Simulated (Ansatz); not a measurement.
# Structures of InTe₂: which is lowest?

Plane-wave DFT in Ansatz with scalar-relativistic PAW potentials, cutoff 420 eV, Γ-centred meshes chosen by cell and gap, Gaussian smearing with energies taken to zero width. Every cell was relaxed (cell and atoms) in a run of its own, within the symmetry of its start. Functional: PBE.

Relaxed structures (starts from databases or built by putting these elements on another compound's sites):
A. Pnnm, 6 atoms in the computed cell, a = 6.171 Å, b = 7.551 Å, c = 4.706 Å; sites (symmetry × multiplicity) In ..2/m × 2, Te ..m × 4; start: built
B. I4_1/amd, 6 atoms in the computed cell, a = 6.105 Å, c = 9.885 Å; sites (symmetry × multiplicity) In -4m2 × 4, Te 2mm. × 8; start: built
C. I4/mmm, 3 atoms in the computed cell, a = 4.297 Å, c = 10.557 Å; sites (symmetry × multiplicity) In 4/mmm × 2, Te 4mm × 4; start: built

Question: Rank them by energy. Could pressure change the order?

Answer:
| structure | group | E − E(lowest) (meV/atom) | V (Å³/atom) | gap on mesh (eV) |
| --- | --- | --- | --- | --- |
| A | Pnnm | 0.0 | 36.55 | 0.00 |
| B | I4_1/amd | 60 | 30.70 | 0.00 |
| C | I4/mmm | 168 | 32.49 | 0.00 |

A is lowest, 60 meV/atom under B. B is denser by 5.85 Å³/atom, so pressure favours it: ΔE/ΔV, with ΔE in eV and 1 eV/Å³ = 160.2 GPa, gives about 1.6 GPa for equal enthalpy if both cells were rigid, a rough figure since the two compress differently. Other structures may lie lower than all of these, and vibrations aren't counted.

Spin-orbit coupling is left out, which matters for the bands of heavy elements.